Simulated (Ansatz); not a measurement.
Q: Each is relaxed and computed with the program Ansatz at the PBEsol level (PAW). Which is the only metal?
A. AlInSb2, R3m (Al on 3a, In on 3a, Sb on 3a, Sb on 3a)
B. SrTiO3, I4/mcm (Sr on 4b, Ti on 4c, O on 8h, O on 4a)
C. Ca3SbN, anti-perovskite
D. VSb2, I4/mcm (Sb on 8h, V on 4a)

A: D, VSb2, I4/mcm (Sb on 8h, V on 4a). VSb2: metal; AlInSb2: gap 0.41 eV (direct); SrTiO3: gap 1.97 eV; Ca3SbN: gap 0.33 eV (direct). Not the usual ambient phase: SrTiO3, I4/mcm (Sr on 4b, Ti on 4c, O on 8h, O on 4a). Standing as an ambient phase not checked: VSb2, I4/mcm (Sb on 8h, V on 4a); AlInSb2, R3m (Al on 3a, In on 3a, Sb on 3a, Sb on 3a); Ca3SbN, anti-perovskite. Began spin-polarised and lost the moments: VSb2, I4/mcm (Sb on 8h, V on 4a). Perhaps ordered models of mixed-site phases: AlInSb2, R3m (Al on 3a, In on 3a, Sb on 3a, Sb on 3a). Unstable at this level: SrTiO3, I4/mcm (Sr on 4b, Ti on 4c, O on 8h, O on 4a). All cells were relaxed under the symmetry of their starts (and spin orders); stability against distortions was not tested throughout. Rows with no word on spin ran without spin polarisation. Spin–orbit coupling is left out wherever it is not named.

Potentials: the later of the program's two PAW sets.
